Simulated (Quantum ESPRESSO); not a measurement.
**Kohn-Sham bands of CdCl2 (R-3m)**

```yaml
crystal:
  lattice:
    - [-1.92861, 3.34044, 0.00000]
    - [-3.85721, 0.00000, 0.00000]
    - [-1.92861, 1.11348, 6.10575]
  atoms:
    - { symbol: Cd, position: [0.00000, 0.00000, 0.00000] }
    - { symbol: Cl, position: [0.25462, 0.25462, 0.23613] }
    - { symbol: Cl, position: [0.74538, 0.74538, 0.76387] }
```

Materials Project entry mp-22881; symmetrised, unrelaxed at this level. COD (Crystallography Open Database) has an entry of this formula and space group (matched by these alone). Computed values, not measurements, from PBEsol: Quantum ESPRESSO (norm-conserving PseudoDojo potentials, cutoff 82 Ry, spinors with spin-orbit coupling) on a Γ-centred 6×6×6 mesh, then Wannier90. Density: 10×10×10 mesh, cold smearing 0.01 Ry. The cell is built of weakly bound layers, chains or molecules, whose nearest atoms lie 3.92 Å apart. Database cells relaxed without dispersion often hold them too far apart, which can enlarge gaps and weakens couplings between them; spacing and stacking were not compared with the measured crystal.

Q: List the Kohn-Sham levels between −8 and 6.4 eV relative to the valence-band maximum at the high-symmetry points, as a band run of pw.x on that density gives them (levels within 2 meV counted together).

A: 
| point | k (reciprocal lattice) | levels (eV) |
|---|---|---|
| Γ | 0.000 0.000 0.000 | -6.74 (×2), -6.64 (×2), -6.16 (×2), -5.89 (×2), -5.87 (×2), -2.91 (×2), -0.67 (×2), -0.55 (×2), -0.26 (×2), -0.14 (×2), -0.09 (×2), 3.43 (×2), 6.07 (×2) |
| T | 0.000 0.000 0.500 | -6.73 (×2), -6.63 (×2), -6.14 (×2), -5.88 (×2), -5.86 (×2), -2.48 (×2), -1.15 (×2), -0.72 (×2), -0.62 (×2), -0.07 (×2), -0.02 (×2), 4.36 (×2), 6.03 (×2) |
| H_2 | -0.311 -0.622 0.189 | -6.52 (×2), -6.46 (×2), -5.90 (×2), -5.80 (×2), -5.76 (×2), -3.30 (×2), -2.26 (×2), -2.02 (×2), -1.64 (×2), -0.38 (×2), -0.31 (×2), 5.18 (×2) |
| H_0 | -0.378 -0.689 -0.189 | -6.52 (×2), -6.46 (×2), -5.90 (×2), -5.80 (×2), -5.76 (×2), -3.30 (×2), -2.26 (×2), -2.02 (×2), -1.64 (×2), -0.38 (×2), -0.31 (×2), 5.18 (×2) |
| L | 0.000 -0.500 0.000 | -6.66 (×2), -6.40 (×2), -6.05 (×2), -5.77 (×2), -5.66 (×2), -3.19 (×2), -2.57 (×2), -1.48 (×2), -1.38 (×2), -0.50 (×2), -0.22 (×2), 4.87 (×2) |
| S_0 | -0.344 -0.689 -0.344 | -6.52 (×2), -6.47 (×2), -5.90 (×2), -5.80 (×2), -5.76 (×2), -3.29 (×2), -2.17 (×2), -2.12 (×2), -1.68 (×2), -0.37 (×2), -0.32 (×2), 5.20 (×2) |
| S_2 | -0.344 -0.656 0.000 | -6.52 (×2), -6.47 (×2), -5.90 (×2), -5.80 (×2), -5.76 (×2), -3.29 (×2), -2.17 (×2), -2.12 (×2), -1.68 (×2), -0.37 (×2), -0.32 (×2), 5.20 (×2) |
| F | -0.500 -0.500 0.000 | -6.65 (×2), -6.39 (×2), -6.05 (×2), -5.76 (×2), -5.65 (×2), -3.37 (×2), -2.79 (×2), -1.55 (×2), -1.17 (×2), -0.08 (×2), 0.00 (×2), 4.46 (×2) |
